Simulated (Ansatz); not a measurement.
The elements of this relaxed trial crystal are hidden behind letters.

```
lattice vectors (Å)
   3.4165    0.0000    0.0000
  -1.7083    2.9588    0.0000
   0.0000    0.0000   12.7052
fractional positions
X 0.0000 0.0000 0.2243
X 0.0000 0.0000 0.7757
X 0.0000 0.0000 0.5000
Z 0.0000 0.0000 0.0454
Z 0.0000 0.0000 0.9546
```

Level of theory: DFT PBE, scalar-relativistic, plane waves, PAW (Ansatz). The final run on the 5-atom cell used 420 eV, a Γ-centred 12×12×4 mesh, 0.10 eV smearing and no spin polarisation.

```
Space group                                : P6/mmm (No. 191)
Conventional cell                          : a = 3.417 Å, c = 12.705 Å
Volume per atom                            : 25.69 Å³
Density                                    : 3.81 g/cm³
Energy over the elements                   : +0.13 eV/atom
Gap on the 12×12×4 mesh of the 5-atom cell : 0 eV (a metal)
```

Energies are uncorrected and count from the elements' standard states at the same level.

Q: X is a d-block element of period 5 and Z is a p-block element of period 2. Which elements are they?

A: X = Y, Z = N, so the formula is Y3N2. Density times volume gives a mean mass of 3.81 × 25.69/1.6605 = 58.9 u per atom, and this set has 58.9 u. Around Y on a site of symmetry 6mm lie 1 N at 2.27 Å, 7 Y at 3.42–3.50 Å and 1 N at 3.43 Å; around Y on a site of symmetry 6/mmm lie 8 Y at 3.42–3.50 Å; N has 1 N at 1.15 Å and 1 Y at 2.27 Å. Other sets within the hints have nearly the same mass, so mass alone doesn't settle it; this one was computed.

The cell is a metal run without spin; a magnetic state may lie lower. Symmetry constrained the relaxation, so the result can be a saddle point.
